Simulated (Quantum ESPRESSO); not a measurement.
# Mo2Al2Ta3Ag: input and log of a self-consistent run

Computed values, not a measurement. The program is pw.x of Quantum ESPRESSO 7.5 (plane-wave density functional theory). The cell is made up: eight metal atoms on a hexagonal close-packed lattice, with elements, volume, strain and displacements drawn at random and not relaxed, so it may be unstable or far from any real phase. PseudoDojo standard norm-conserving files set the functional (PBE unless stated); there is no spin polarisation or spin-orbit coupling, the Fermi-Dirac width of 0.25 eV means electrons at about 2900 K, and the masses in the input are unused placeholders. Heavy elements are run without spin-orbit coupling, which real alloys of them have. A spin test at this wide smearing found no moment, but such smearing suppresses magnetism that the real alloy may have.

Input:

```
&control calculation='scf', pseudo_dir='./dojo.nc.sr.pbe.v0_5.standard.upf', outdir='./o', disk_io='minimal', tprnfor=.true., tstress=.true. /
&system ibrav=0, nat=8, ntyp=4, nbnd=60, ecutwfc=82.02448710, nosym=.true., tot_charge=0,
 occupations='smearing', smearing='fd', degauss=0.0183746611
/
&electrons conv_thr=1.470e-08, electron_maxstep=70, mixing_beta=0.5 /
ATOMIC_SPECIES
Ag 1.0 Ag.upf
Al 1.0 Al.upf
Mo 1.0 Mo.upf
Ta 1.0 Ta.upf
CELL_PARAMETERS angstrom
-0.0449 -0.064 4.7302
5.7109 -0.095 -0.0545
-2.9377 5.1364 -0.04
ATOMIC_POSITIONS angstrom
Mo -0.041 -0.0419 -0.1207
Al -1.5328 2.5131 -0.027
Al 2.9941 -0.1285 -0.1048
Mo 1.3157 2.4987 0.0756
Ta 0.0112 1.6988 2.4155
Ta -1.5018 4.089 2.1824
Ag 2.8557 1.6569 2.2577
Ta 1.3689 4.1716 2.3554
K_POINTS automatic
5 5 5 1 1 1
```

The log is shortened where brackets say so; the opening notice, blank lines, dates and the lines on written files are dropped, and the path of the files is cut. It prints rydbergs, bohrs and kilobars, and counts compression as positive stress. Its total energy is the free energy E - TS of the whole cell.

```
     Program PWSCF v.7.5
     Parallel version (MPI & OpenMP), running on       4 processor cores
     Number of MPI processes:                 4
     Threads/MPI process:                     1
     [start-up lines left out]
     bravais-lattice index     =            0
     lattice parameter (alat)  =       8.9400  a.u.
     unit-cell volume          =     927.1904 (a.u.)^3
     number of atoms/cell      =            8
     number of atomic types    =            4
     number of electrons       =        92.00
     number of Kohn-Sham states=           60
     kinetic-energy cutoff     =      82.0245  Ry
     charge density cutoff     =     328.0979  Ry
     scf convergence threshold =      1.5E-08
     mixing beta               =       0.5000
     number of iterations used =            8  plain     mixing
     Exchange-correlation= PBE
                           (   1   4   3   4   0   0   0)
     [axes and pseudopotential details left out]
   Cartesian axes
     site n.     atom                  positions (alat units)
         1        Mo     tau(   1) = (  -0.0086665  -0.0088568  -0.0255134  )
         2        Al     tau(   2) = (  -0.3240012   0.5312158  -0.0057072  )
         3        Al     tau(   3) = (   0.6328889  -0.0271622  -0.0221525  )
         4        Mo     tau(   4) = (   0.2781109   0.5281719   0.0159802  )
         5        Ta     tau(   5) = (   0.0023674   0.3590901   0.5105852  )
         6        Ta     tau(   6) = (  -0.3174485   0.8643274   0.4613128  )
         7        Ag     tau(   7) = (   0.6036341   0.3502333   0.4772297  )
         8        Ta     tau(   8) = (   0.2893563   0.8817873   0.4978813  )
     number of k points=    63  Fermi-Dirac smearing, width (Ry)=  0.0184
                       cart. coord. in units 2pi/alat
        k(    1) = (   0.0861849   0.1421969   0.1027557), wk =   0.0320000
        k(    2) = (   0.0893035   0.3282090   0.1053020), wk =   0.0320000
     [further k points left out]
     Dense  grid:    93031 G-vectors     FFT dimensions: (  54,  64,  72)
     Estimated max dynamical RAM per process >     335.70 MB
     Estimated total dynamical RAM >       1.24 GB
     Initial potential from superposition of free atoms
     starting charge      91.9890, renormalised to      92.0000
     Starting wfcs are   68 randomized atomic wfcs
     total cpu time spent up to now is        6.1 secs
     per-process dynamical memory:   273.1 Mb
     Self-consistent Calculation
     iteration #  1     ecut=    82.02 Ry     beta= 0.50
     Davidson diagonalization with overlap
     ethr =  1.00E-02,  avg # of iterations =  2.4
     total cpu time spent up to now is       20.5 secs
     total energy              =    -989.89202082 Ry
     estimated scf accuracy    <       2.06435756 Ry
     iteration #  2     ecut=    82.02 Ry     beta= 0.50
     Davidson diagonalization with overlap
     ethr =  2.24E-03,  avg # of iterations =  3.2
     total cpu time spent up to now is       36.0 secs
     total energy              =    -989.56100932 Ry
     estimated scf accuracy    <      12.56956851 Ry
     iteration #  3     ecut=    82.02 Ry     beta= 0.50
     Davidson diagonalization with overlap
     ethr =  2.24E-03,  avg # of iterations =  2.4
     total cpu time spent up to now is       49.3 secs
     total energy              =    -990.80761371 Ry
     estimated scf accuracy    <       1.65292846 Ry
     iteration #  4     ecut=    82.02 Ry     beta= 0.50
     Davidson diagonalization with overlap
     ethr =  1.80E-03,  avg # of iterations =  1.2
     total cpu time spent up to now is       60.5 secs
     total energy              =    -990.93685124 Ry
     estimated scf accuracy    <       0.08541066 Ry
     iteration #  5     ecut=    82.02 Ry     beta= 0.50
     Davidson diagonalization with overlap
     ethr =  9.28E-05,  avg # of iterations =  4.8
     total cpu time spent up to now is       75.6 secs
     total energy              =    -990.94738393 Ry
     estimated scf accuracy    <       0.06480811 Ry
     [iterations 6 to 11 left out]
     iteration # 12     ecut=    82.02 Ry     beta= 0.50
     Davidson diagonalization with overlap
     ethr =  4.04E-09,  avg # of iterations =  5.2
     total cpu time spent up to now is      170.5 secs
     total energy              =    -990.95843055 Ry
     estimated scf accuracy    <       0.00000286 Ry
     iteration # 13     ecut=    82.02 Ry     beta= 0.50
     Davidson diagonalization with overlap
     ethr =  3.10E-09,  avg # of iterations =  2.0
     total cpu time spent up to now is      183.3 secs
     total energy              =    -990.95843087 Ry
     estimated scf accuracy    <       0.00000275 Ry
     iteration # 14     ecut=    82.02 Ry     beta= 0.50
     Davidson diagonalization with overlap
     ethr =  2.99E-09,  avg # of iterations =  1.0
     total cpu time spent up to now is      194.1 secs
     total energy              =    -990.95843113 Ry
     estimated scf accuracy    <       0.00000010 Ry
     iteration # 15     ecut=    82.02 Ry     beta= 0.50
     Davidson diagonalization with overlap
     ethr =  1.04E-10,  avg # of iterations =  2.1
     total cpu time spent up to now is      206.9 secs
     total energy              =    -990.95843114 Ry
     estimated scf accuracy    <       0.00000005 Ry
     iteration # 16     ecut=    82.02 Ry     beta= 0.50
     Davidson diagonalization with overlap
     ethr =  5.07E-11,  avg # of iterations =  2.0
     total cpu time spent up to now is      219.8 secs
     End of self-consistent calculation
     [lines on levels left out]
!    total energy              =    -990.95843114 Ry
     estimated scf accuracy    <       0.00000001 Ry
     smearing contrib. (-TS)   =      -0.11170340 Ry
     internal energy E=F+TS    =    -990.84672775 Ry
     The total energy is F=E-TS. E is the sum of the following terms:
     one-electron contribution =    -342.35785002 Ry
     hartree contribution      =     213.23113332 Ry
     xc contribution           =    -180.66045420 Ry
     ewald contribution        =    -681.05955684 Ry
     convergence has been achieved in  16 iterations
     Forces acting on atoms (cartesian axes, Ry/au):
     atom    1 type  3   force =     0.05336171   -0.01478105    0.02892338
     atom    2 type  2   force =     0.00945908   -0.00127458   -0.01761578
     atom    3 type  2   force =    -0.05361725    0.01222292    0.01891556
     atom    4 type  3   force =    -0.01445109    0.00822213   -0.01737484
     atom    5 type  4   force =     0.00693528   -0.02713944   -0.01531230
     atom    6 type  4   force =    -0.00168819    0.06962882    0.00983995
     atom    7 type  1   force =    -0.01004686   -0.04644786    0.02011774
     atom    8 type  4   force =     0.01004732   -0.00043093   -0.02749371
     Total force =     0.133234     Total SCF correction =     0.000328
     Computing stress (Cartesian axis) and pressure
          total   stress  (Ry/bohr**3)                   (kbar)     P=       12.72
   0.00012642   0.00019219  -0.00005724           18.60       28.27       -8.42
   0.00019219   0.00007004   0.00000075           28.27       10.30        0.11
  -0.00005724   0.00000075   0.00006296           -8.42        0.11        9.26
     init_run     :      5.69s CPU      5.94s WALL (       1 calls)
     electrons    :    212.11s CPU    213.63s WALL (       1 calls)
     forces       :      2.26s CPU      2.28s WALL (       1 calls)
     stress       :      8.43s CPU      8.64s WALL (       1 calls)
     [timing details left out]
     PWSCF        :   3m48.75s CPU   3m50.78s WALL
     JOB DONE.
```

In other units: free energy -13482.676 eV for the cell, pressure 1.27 GPa, largest force component 1.790 eV/Å in size. The run took 233 s of wall time with four MPI processes on a shared machine (Intel Xeon, 2023 or later, virtual cores), so the time is rough. A rerun of this cell at a higher cutoff and on a denser mesh moved values by no more than 0.003 eV in energy, 0.04 GPa in stress and 0.005 eV/Å in force, and a second program with other atomic files agreed on that cell to 2 % rms in force and 0.5 GPa in pressure.